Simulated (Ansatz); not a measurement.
A band-structure calculation of GaBAs₂ as one 8-atom ordering (I-42d) on the zincblende lattice with the plane-wave code Ansatz, at the level PBE. Cell and atoms come from a relaxation with r2SCAN.

```yaml
crystal:
  lattice:
    - [-2.6349550274, 2.6349550274, 5.1058354695]
    - [2.6349550274, -2.6349550274, 5.1058354695]
    - [2.6349550274, 2.6349550274, -5.1058354695]
  atoms:
    - { symbol: B, position: [0.0, 0.0, 0.0] }
    - { symbol: As, position: [0.375, 0.3233544014, 0.4483544014] }
    - { symbol: B, position: [0.75, 0.25, 0.5] }
    - { symbol: As, position: [0.0733544014, 0.625, -0.0516455986] }
    - { symbol: Ga, position: [0.5, 0.5, 0.0] }
    - { symbol: As, position: [0.875, 0.9266455986, 0.5516455986] }
    - { symbol: Ga, position: [0.25, 0.75, 0.5] }
    - { symbol: As, position: [0.6766455986, 0.125, 0.0516455986] }
kpoints:
  mp_grid: { grid: [8, 8, 8] }
  band_path:
    path:
      - [[0.0, 0.0, 0.0], [-1.764093607006e-17, 1.764093607006e-17, 0.5], [0.25, 0.25, 0.25], [4.989838810387e-17, 0.5, -4.989838810387e-17], [0.0, 0.0, 0.0], [0.5, 0.5, -0.5], [0.3165813798157, 0.6834186201843, -0.3165813798157]]
      - [[-0.3165813798157, 0.3165813798157, 0.3165813798157], [0.0, 0.0, 0.0]]
      - [[-1.764093607006e-17, 1.764093607006e-17, 0.5], [-0.1331627596314, 0.1331627596314, 0.5]]
      - [[0.5, 0.5, -0.1331627596314], [0.5, 0.5, -0.5]]
    npoints: 10
hamiltonian:
  xc: pbe
scf:
  occupations: { method: fermi_dirac, width: 0.02 }
  n_extra_bands: 6
output:
  forces: true
  stress: true
  eigenvalues: true
```

In the abridged output below, numbers in square brackets stand for lines, or ends of lines, that were taken out.
```
Pseudopotential: B, paw, valence charge 3, recommended cutoff 420 eV (normal)
Pseudopotential: As, paw, valence charge 15, recommended cutoff 420 eV (normal)
Pseudopotential: Ga, paw, valence charge 13, recommended cutoff 420 eV (normal)
Functional definition: PBE
Crystal: 8 atoms, lattice volume = 141.799 Å³
Basis set: ecut = 420 eV, 2761 PW (Γ)
Bands: 52, of which v1, the nominal top of the filled ones, is band 46 counted from 1 (45 counted from 0)
Symmetry: 8 space group operations
Space group: I-42d (ITA 122)
k-points: 59 of 512 (time reversal used)
SCF converged after 7 iterations
Free energy (F): -27303.080834 eV
[1]
--- Forces (eV/Å), atoms counted from 1 ---
  atom   1  B       0.00000      0.00000      0.00000
  atom   2  As    -0.20119      0.00000      0.00000
  atom   3  B       0.00000      0.00000      0.00000
  atom   4  As      0.00000    -0.20119      0.00000
  atom   5  Ga      0.00000      0.00000      0.00000
  atom   6  As      0.20119      0.00000      0.00000
  atom   7  Ga      0.00000      0.00000      0.00000
  atom   8  As      0.00000      0.20119      0.00000
--- Stress (GPa, compression-positive) ---
[2]
--- Band table (eV; the first three rows and the last of 59) ---
[3]
```

The rows of the band table are 0: (0, 0, 0) = Γ, 1: (0, 0, 1/8), 2: (0, 0, 1/4), 58: (-1/2, -1/2, -1/2) = M.

**Question.** Fill in the blanks. They hold the Fermi energy and the band table, the stress.

**Answer.**
```
[1]
Fermi energy:    10.085409 eV
[2]
        2.579483       0.000000       0.000000
        0.000000       2.579483       0.000000
        0.000000       0.000000       2.281154
  P = ⅓ Tr σ = 2.4800 GPa (24.800 kbar)
[3]
  k-point 0: bands = […, 5.3812, 6.6926, 6.6926, 9.6223, 9.6381, 9.6381, 10.6942, 10.7070, 11.7056, 12.7573, …]
  k-point 1: bands = […, 5.6098, 6.6113, 6.8996, 8.4169, 9.0978, 9.5445, 10.8420, 11.7869, 12.3453, 12.8952, …]
  k-point 2: bands = […, 6.1083, 6.6762, 7.2860, 7.6465, 8.0186, 9.2533, 11.2614, 12.6995, 12.7242, 13.0693, …]
  k-point 58: bands = […, 6.7508, 6.7508, 7.2719, 7.2719, 7.9785, 7.9785, 11.1392, 11.1392, 11.2087, 11.2087, …]
```
The trailing digits, and the zero of the energies, depend on the potentials and thresholds.

PBE gives an indirect gap of 0.88 eV, from Γ to Γ–M (0.30 of the way from Γ); the least direct gap is 1.02 eV at Γ–M (0.10 of the way from Γ). Edges are sought over the mesh and the listed points. The mean pressure at these positions is +2.48 GPa, compression counted positive. The largest force is 0.20 eV/Å.

Run as `ansatz run input.yaml --threads 4 --pin off --max-ram 6451MiB --backend cpu --events-out ev --progress --plain --runs-dir out`. Wall time 15 s on 4 threads of AMD EPYC 7R43 64-Core Processor (Zen 3) (shared host), load about 0.2 per core; peak host memory 0.79 GiB.

Values at 0 K without nuclear motion; spin polarisation is off, and the phase may be a hypothetical one.

The runs are scalar-relativistic, without spin-orbit coupling.
